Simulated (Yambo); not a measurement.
Yambo input for AlN (zinc blende, space group F-43m, No. 216) under isotropic strain of +1 % on all lattice vectors (a = 3.1258 Å, b = 3.1258 Å, c = 3.1258 Å, α = 60.00°, β = 60.00°, γ = 60.00°), on PBEsol (Quantum ESPRESSO, PseudoDojo norm-conserving, 84 Ry, without SOC) wavefunctions on a 16×16×16 mesh:

```
optics
chi
dipoles
kernel
FFTGvecs= 40 Ry
Chimod= "HARTREE"
NGsBlkXd= 4 Ry
% QpntsRXd
 1 | 1 |
%
% BndsRnXd
 1 | 15 |
%
GrFnTpXd= "R"
% EnRngeXd
 0.0 | 20.0 | eV
%
% DmRngeXd
 0.2 | 0.2 | eV
%
CGrdSpXd= 50
ETStpsXd= 161
% LongDrXd
 1.0 | 0.0 | 0.0 |
%
```

First lines of the file o-*.eps_q1_inv_rpa_dyson:

```
Absorption @ Q(1):   1.00000000     0.00000000     0.00000000    [q->0 direction]
#
# [ X ] Hartree size     :  27
# [GEN] GF Energies     : Perdew, Burke & Ernzerhof SOL(X)+Perdew, Burke & Ernzerhof SOL(C)
# [GEN] Green`s Function     : Retarded
#
# [GEN] Gauge     : Length
# [GEN] [r,Vnl] included     : yes
#
#    E[1] [eV]     Im(eps)     Re(eps)     Im(eps_o)     Re(eps_o)
#
     0.000000     0.59095E-16     4.524658     0.22670E-17     4.859547
     0.125000     0.002924     4.525567     0.003254     4.860559
     0.250000     0.005861     4.528301     0.006522     4.863601
     0.375000     0.008825     4.532870     0.009819     4.868686
     0.500000     0.011829     4.539297     0.013162     4.875837
     0.625000     0.014889     4.547609     0.016566     4.885086
     0.750000     0.018018     4.557846     0.020047     4.896477
     0.875000     0.021235     4.570057     0.023624     4.910062
     1.000000     0.024557     4.584300     0.027317     4.925907
     1.125000     0.028003     4.600646     0.031147     4.944090
     1.250000     0.031596     4.619178     0.035138     4.964701
     1.375000     0.035360     4.639993     0.039318     4.987850
     1.500000     0.039323     4.663205     0.043717     5.013660
     1.625000     0.043517     4.688946     0.048371     5.042276
     1.750000     0.047982     4.717368     0.053320     5.073867
     1.875000     0.052761     4.748651     0.058615     5.108628
     2.000000     0.057908     4.783001     0.064312     5.146786
     2.125000     0.063489     4.820660     0.070483     5.188607
     2.250000     0.069583     4.861915     0.077213     5.234403
     2.375000     0.076291     4.907104     0.084612     5.284542
     2.500000     0.083743     4.956630     0.092817     5.339464
     2.625000     0.092107     5.010982     0.102008     5.399698
     2.750000     0.101613     5.070759     0.112428     5.465892
     2.875000     0.112577     5.136703     0.124414     5.538846
     3.000000     0.125464     5.209756     0.138452     5.619571
     3.125000     0.140986     5.291131     0.155287     5.709366
     3.250000     0.160313     5.382420     0.176133     5.809925
     3.375000     0.185535     5.485690     0.203154     5.923446
     3.500000     0.220761     5.603299     0.240572     6.052446
     3.625000     0.274213     5.735659     0.296816     6.197500
     3.750000     0.354533     5.872230     0.380810     6.348144
     3.875000     0.448094     6.009294     0.479207     6.500831
     4.000000     0.590900     6.162443     0.629079     6.670725
```
(The file goes on to the top of the energy range.) Convergence of the RPA response with its 16×16×16 mesh was not tested.

Geometry strained from the cell relaxed with PBEsol, atoms relaxed again.

This is not the ordinary phase of the substance; no match was found in the copy of COD used, and its stability was not checked.
